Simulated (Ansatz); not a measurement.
## BaGa2H2: a film clamped to a substrate

Method: Ansatz 0.2.0, DFT r2SCAN, scalar-relativistic, plane waves, PAW. Settings: plane waves to 500 eV, k-mesh 12×12×10 (Γ-centred), Gaussian smearing 0.15 eV. No spin polarisation. Energies are free energies at this smearing, counted from the undisturbed cell; pressure is positive in compression.

Zero of the scan (as given, not relaxed at this level; it stands at -0.1 GPa, and it needn't be the usual structure):

```
CELL_PARAMETERS angstrom
4.52860 0.00000 0.00000
-2.26430 3.92188 0.00000
0.00000 0.00000 4.89910
ATOMIC_POSITIONS crystal
Ba 0.00000 0.00000 0.00000
Ga 0.33333 0.66667 0.46800
Ga 0.66667 0.33333 0.53200
H 0.33333 0.66667 0.12320
H 0.66667 0.33333 0.87680
```

The cell (5 atoms, V0 = 87.01 Å³) is strained by p along both x and y and by q along z, fractional coordinates fixed. τp = (1/V0) ∂E/∂p = (σxx + σyy)(1 + p)(1 + q) and τq = (1/V0) ∂E/∂q = σzz(1 + p)², with tension positive.

```csv
p,q,ΔE (meV/atom),τp (GPa),τq (GPa)
0.000,0.000,0.00,0.15,0.13
-0.015,0.000,3.43,-4.46,-0.34
0.015,0.000,3.60,4.16,0.54
0.000,-0.015,1.38,-0.30,-1.87
0.000,0.015,1.69,0.58,1.91
```

**Question.** Get the second derivatives of the energy density.

**Answer.** Central differences give A = ∂τp/∂p = 288 GPa (C11 + C22 + 2 C12), C = ∂τq/∂q = 126 GPa (C33) and the cross term B = ∂τq/∂p = 29.4 GPa (C13 + C23); ∂τp/∂q = 29.3 GPa must equal B, and any difference shows higher-order terms. The ions are clamped.

**Question.** A film of this crystal grows with z along the normal on a substrate that imposes p. How does its thickness respond, and what does the misfit cost?

**Answer.** Count p and q from the stress-free cell. A free surface needs τq = 0, so q = −(B/C) p = -0.23 p. The energy density left is (A − B²/C) p²/2 = M p², with the biaxial modulus M = 140 GPa; a misfit of 1 % costs 1.52 meV/atom, against 1.56 meV/atom if the thickness were held.

At p = 0.030 the energies along q are 16.8 (q = -0.030), 13.3 (q = -0.015), 13.3 (q = 0.000), 16.1 (q = 0.015), 21.7 (q = 0.030) meV/atom.

**Question.** Does the linear rule hold at this misfit?

**Answer.** A parabola through the lowest point and its neighbours has its minimum at q = -0.007, 12.9 meV/atom. With the stress left in the starting cell, τp0 and τq0, linear elasticity gives q = −(τq0 + Bp)/C = -0.008 and E = V0(τp0 p + τq0 q + Ap²/2 + Bpq + Cq²/2)/N = 14.1 meV/atom. The two agree within a tenth in energy.

Forces appear on the atoms along this scan, and letting them relax would lower the energy and soften the response. In a metal these slopes depend on the k mesh and the smearing.